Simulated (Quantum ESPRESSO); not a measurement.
Kohn-Sham bands of TlBiS$_{2}$ (R-3m)

```yaml
crystal:
  lattice:
    - [-2.06152, 3.57067, 0.00000]
    - [-4.12305, 0.00000, 0.00000]
    - [-2.06152, 1.19022, 7.40733]
  atoms:
    - { symbol: Tl, position: [0.50000, 0.50000, 0.50000] }
    - { symbol: Bi, position: [0.00000, 0.00000, 0.00000] }
    - { symbol: S, position: [0.73689, 0.73689, 0.78933] }
    - { symbol: S, position: [0.26311, 0.26311, 0.21067] }
```

Cell from Materials Project (mp-554310), symmetrised, no further relaxation. COD (Crystallography Open Database) has an entry of this formula and space group (matched by these alone). Level: PBEsol, spinors with spin-orbit coupling; pw.x of Quantum ESPRESSO at 53 Ry with PseudoDojo potentials, 6×6×6 k-points, Wannier90. Density: 10×10×10 mesh, Gaussian smearing 0.01 Ry. With spin-orbit coupling a semilocal functional can close or falsely invert a small gap; the band order was not checked against a better method.

### Question
List the Kohn-Sham levels between −8 and 3.0 eV relative to the Fermi level at the high-symmetry points, as a band run of pw.x on that density gives them (levels within 2 meV counted together).

### Answer
```tsv
point	k (reciprocal lattice)	levels (eV)
Γ	0.000 0.000 0.000	-5.38 (×2), -2.56 (×2), -2.06 (×2), -1.91 (×2), -1.52 (×2), -1.50 (×2), -0.02 (×2), 0.03 (×2), 1.72 (×2), 2.63 (×2)
T	0.000 0.000 0.500	-5.91 (×2), -2.44 (×2), -1.87 (×2), -1.68 (×2), -1.58 (×2), -1.57 (×2), -0.68 (×2), 0.75 (×2), 2.15 (×2), 2.89 (×2)
H_2	-0.316 -0.632 0.184	-5.47 (×2), -4.50 (×2), -3.95 (×2), -3.32 (×2), -2.27 (×2), -1.57 (×2), -1.13 (×2), 1.98 (×2), 2.12 (×2)
H_0	-0.368 -0.684 -0.184	-5.47 (×2), -4.50 (×2), -3.95 (×2), -3.32 (×2), -2.27 (×2), -1.57 (×2), -1.13 (×2), 1.98 (×2), 2.12 (×2)
L	0.000 -0.500 0.000	-5.58 (×2), -4.35 (×2), -3.34 (×2), -2.75 (×2), -2.14 (×2), -1.97 (×2), -1.81 (×2), 2.02 (×2), 2.49 (×2)
S_0	-0.342 -0.684 -0.342	-5.42 (×2), -4.58 (×2), -3.91 (×2), -3.41 (×2), -2.26 (×2), -1.62 (×2), -0.87 (×2), 1.57 (×2), 2.37 (×2)
S_2	-0.342 -0.658 0.000	-5.42 (×2), -4.58 (×2), -3.91 (×2), -3.41 (×2), -2.26 (×2), -1.62 (×2), -0.87 (×2), 1.57 (×2), 2.37 (×2)
F	-0.500 -0.500 0.000	-5.15 (×2), -5.01 (×2), -3.62 (×2), -3.19 (×2), -1.59 (×2), -1.51 (×2), -0.19 (×2), 0.16 (×2), 1.74 (×2), 2.81 (×2)
```
